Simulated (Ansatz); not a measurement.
WC:
```
WC
1.0
    2.91207     0.00000     0.00000
   -1.45604     2.52193     0.00000
    0.00000     0.00000     2.83625
W C
1 1
Direct
  0.00000   0.00000   0.00000
  0.66667   0.33333   0.50000
```

This is the r²SCAN-relaxed structure.

**Question.** All from DFT-r²SCAN in the program Ansatz with PAW potentials, unless another level is named. Predict the electronic character.

**Answer.** metallic (no gap).

**Question.** What about the density of states at the Fermi level?

**Answer.** 0.13 states/eV per atom (mean over ±0.08 eV).

**Question.** Next, the formation energy from the elements (no fitted shifts)?

**Answer.** -0.18 eV/atom.

**Question.** Next, the gap with spin–orbit coupling?

**Answer.** none (metallic).

Space group P-6m2. The r²SCAN relaxation kept the symmetry of its start. No spin polarisation was allowed. The references are the lowest solids computed at this level, not always the standard phases. Scalar-relativistic: spin–orbit coupling is off unless named, which matters more the heavier the elements.

Potentials: the later of the program's two PAW sets.
